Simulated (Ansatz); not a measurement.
**LuSi$_{2}$: one input, then a changed one**

The geometry is COD entry 4344350, unchecked; take it as a test cell. The listed cell was then made from it by scaling, straining or moving an atom.

First run: DFT, LDA, PAW with Ansatz's default frozen-core files, scalar-relativistic (Ansatz 0.2.0).

Command: `ansatz run input.yaml --threads 1 --pin off --max-ram 3072MiB --backend cpu --events-out ev --progress --plain --runs-dir out` The run took about 26 s on 1 thread of a shared machine.

```yaml
crystal:
  lattice:
    - [3.6734479077, 0.0, 0.0]
    - [-1.8367239538, 3.1812992075, 0.0]
    - [0.0, 0.0, 3.9673237403]
  atoms:
    - { symbol: Lu, position: [0.0, 0.0, 0.0] }
    - { symbol: Si, position: [0.3333333333, 0.6666666667, 0.5] }
    - { symbol: Si, position: [0.6666666667, 0.3333333333, 0.5] }
kpoints:
  mp_grid: { grid: [10, 10, 8] }
scf:
  occupations: { method: fermi_dirac, width: 0.05 }
hamiltonian:
  xc: lda
  pseudopotentials: { kind: paw }
output:
  forces: true
  stress: true
  efg: { contact_densities: true }
  write_density: true
  write_potential: true
  elf: true
  volumetric_format: npy
relax:
  f_tol: 0.005
  max_steps: 80
  cell: {}
```

Result: converged; relaxed volume 17.066 Å³/atom; 57 SCF iterations in all.

Spin–orbit coupling is left out, though it moves levels of the heavy atoms by tenths of an eV or more.

The input is then changed:

```diff
@@ -11,5 +11,5 @@
   mp_grid: { grid: [10, 10, 8] }
 scf:
-  occupations: { method: fermi_dirac, width: 0.05 }
+  occupations: { method: tetrahedron_uncorrected }
 hamiltonian:
   xc: lda
@@ -19,11 +19,10 @@
   stress: true
   efg: { contact_densities: true }
-  write_density: true
-  write_potential: true
-  elf: true
-  volumetric_format: npy
 relax:
   f_tol: 0.005
   max_steps: 80
   cell: {}
+basis:
+  xc_grid: 4
+  ecutwfc: "51.4 Ry"
```

Q: What does the second run give?

A: It converged; energy at zero smearing +23.4 meV/atom from the first run; relaxed volume 17.068 Å³/atom; 42 SCF iterations in all.

The results part of its log:

```
basis re-selected at this cell: Δ(F+E_penalty+E_count) = -1.659e-4 eV, ΔP = +0.001 GPa vs the last step (what re-selecting the basis moved, of the pressure what is left beyond the Pulay correction that the steps carried, after the strain that the cell walked since its last selection, with what the two solves' SCF thresholds leave and, on support functions, any second-order correction that the steps lacked; it is no measure of the basis error at this ecutwfc). The dense FFT grid was sized anew with the basis: this SCF ran on 36×36×32 points, the steps before it on 32×32×36, so part of this shift can come from that change (see relax.cell in the input reference). This SCF's stress stands 2.29e-2 GPa from its target on what of the cell is left free (relax.cell.stress_tol is 5.00e-2 GPa) and its largest allowed force component is 1.91e-16 eV/Å (relax.f_tol is 5.00e-3 eV/Å): within both
SCF converged after 7 iterations
Free energy (F): -15711.723554 eV
Harris-Foulkes:  -15711.723554 eV  (|F-HF|=0.00e0)
Internal energy: -15711.723444 eV  (E = F + TS)
E sigma→0 (E₀):  -15711.723554 eV
Entropy (-TS):   -0.000110 eV (-0.037 meV/atom)
Fermi energy:    13.970062 eV
--- Per-component energies (eV) ---
  E_band       = 57.240056
  E_kinetic    = 509.390934
  E_local      = -7358.228242  (includes V_loc(G=0)·N_el)
  E_nonlocal   = 640.038760
  E_hartree    = 3142.361431
  E_xc         = -330.665628
  E_vxc        = -358.203214  (∫ρ·V_xc dr)
  E_paw        = -8108.141340  (= ΣΔE_a)
  E_vpaw       = 339.518991  (= ΣTr[D̂ρ^β])
  E_aug_tail   = 0.000013  (compensation charges beyond the density's cutoff)
  E_ewald      = -4208.966670
  E_core_change = 2.487296  (= ΣΔE_core)
  E_smearing   = -0.000110  (= −TS)
  E_closure    = -0.000000  (closes the sum)
  Σ components = -15711.723554   (vs F -15711.723554, Δ=0.00e0)
--- Forces (eV/Å), atoms counted from 1 ---
  atom   1  Lu     0.00000000     0.00000000     0.00000000
  atom   2  Si    -0.00000000     0.00000000    -0.00000000
  atom   3  Si     0.00000000    -0.00000000     0.00000000
  max |Σ_I F_I| component: 9.25e-17 eV/Å
--- Stress (GPa, compression-positive) ---
       -0.022916      -0.000000      -0.000000
       -0.000000      -0.022916      -0.000000
       -0.000000      -0.000000      -0.021242
  P = ⅓ Tr σ = -0.0224 GPa (-0.224 kbar)
--- PAW observables at the nuclei: V_zz in 10²¹ V/m², potentials from the cell's mean, atoms counted from 1 ---
  atom   1  Lu V_zz =    -9.734559   η = 0.0000   by run symmetry: allowed
            electrostatic potential = -13870.151750 V   contact ρ = 6938573.605150 e/Å³
  atom   2  Si V_zz =    -1.062646   η = 0.0000   by run symmetry: allowed
            electrostatic potential = -1366.481362 V   contact ρ = 12692.889715 e/Å³
  atom   3  Si V_zz =    -1.062646   η = 0.0000   by run symmetry: allowed
            electrostatic potential = -1366.481362 V   contact ρ = 12692.889715 e/Å³
--- Band table (eV; the first three rows and the last of 70) ---
  k-point 0: bands = ["-42.2626", "-12.9879", "-12.9879", "-12.9176", "1.1348", "8.7533", "8.8091", "8.8101", "8.8101", "8.8259", "8.8259", "8.8545", "10.0650", "10.0650", "12.3697", "12.4275", "12.6637", "14.8651", "14.8651", "16.9697", "16.9697"]
  k-point 1: bands = ["-42.2619", "-12.9849", "-12.9849", "-12.9481", "1.3040", "8.7587", "8.7925", "8.8056", "8.8056", "8.8171", "8.8171", "8.8546", "10.2172", "10.2172", "10.6888", "12.7973", "13.8806", "14.1705", "14.1705", "17.7296", "17.7296"]
  k-point 2: bands = ["-42.2601", "-13.0207", "-12.9775", "-12.9775", "1.7652", "8.6273", "8.7672", "8.7672", "8.7714", "8.8356", "8.8356", "8.8549", "9.1257", "10.6323", "10.6323", "13.1855", "13.2339", "13.2339", "15.3630", "16.2191", "16.2191"]
  k-point 69: bands = ["-42.2550", "-13.0853", "-13.0452", "-13.0263", "4.4421", "5.2321", "8.8003", "8.8166", "8.8350", "8.8393", "8.8476", "8.8539", "8.8583", "8.8875", "10.1822", "10.5947", "14.3429", "15.9251", "17.0452", "18.1789", "18.4285"]
--- Relaxed structure (5 steps of the walk, 5 accepted, 1 SCFs on fresh bases) ---
  F+E_penalty+E_count = -15711.72355364 eV   max|allowed force component| = 1.912e-16 eV/Å   (the final SCF, on the basis selected at the relaxed cell)
  cell:  # Å, volume = 51.2046 Å³
    - [4.0217291027498865, -3.160448306225319e-11, 1.1028230953168893e-18]
    - [-2.010864551347573, 3.4829195701364006, -5.514115476509388e-19]
    - [1.1910489429462325e-18, 5.671720806645007e-34, 3.655548140523151]
  atoms:
    - { symbol: Lu, position: [4.560911325447361e-35, -1.1266999376275377e-34, -2.1575473044389832e-35] }
    - { symbol: Si, position: [0.33333333333333337, 0.6666666666666666, 0.5] }
    - { symbol: Si, position: [0.6666666666666666, 0.33333333333333337, 0.5] }
```
